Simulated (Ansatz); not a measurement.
LiNbO₃ in space group R-3 (No. 148; Li on 6c, Nb on 6c, O on 18f) under volume change, the program Ansatz at the r²SCAN level (PAW), shape and atoms relaxed at each volume.

```json
[
 {"V (Å³/atom)": "10.132", "E − E(relaxed) (meV/atom)": "28.5", "P (GPa)": "10.04"},
 {"V (Å³/atom)": "10.466", "E − E(relaxed) (meV/atom)": "11.9", "P (GPa)": "6.06"},
 {"V (Å³/atom)": "10.800", "E − E(relaxed) (meV/atom)": "?", "P (GPa)": "?"},
 {"V (Å³/atom)": "11.134", "E − E(relaxed) (meV/atom)": "0.0", "P (GPa)": "0.00"},
 {"V (Å³/atom)": "11.468", "E − E(relaxed) (meV/atom)": "2.4", "P (GPa)": "-2.27"},
 {"V (Å³/atom)": "11.802", "E − E(relaxed) (meV/atom)": "9.2", "P (GPa)": "-4.14"},
 {"V (Å³/atom)": "12.136", "E − E(relaxed) (meV/atom)": "?", "P (GPa)": "?"}
]
```

Question: Complete the blanks.

Answer: 
- 12.136, E − E(relaxed) (meV/atom): 19.5
- 12.136, P (GPa): -5.70
- 10.800, E − E(relaxed) (meV/atom): 2.8
- 10.800, P (GPa): 2.75

Question: What does a third-order Birch–Murnaghan fit give for V₀, B₀ and B′?

Answer: V₀ = 11.14 Å³/atom, B₀ = 83.0 GPa, B′ = 5.3.

The first step of the workflow began from a Materials Project structure, measured or hypothetical; the Crystallography Open Database files this formula in space group No. 148, but the cells were not matched. It is not the phase usual at ambient conditions (space group No. 161). The r²SCAN relaxation kept the symmetry of its start; its stability against distortions is not shown here. The run is not spin-polarised.

Potentials: the earlier of the program's two PAW sets. The files were generated under PBE; for other functionals the program regenerates the frozen cores, and for LDA and PBEsol the local potential too.
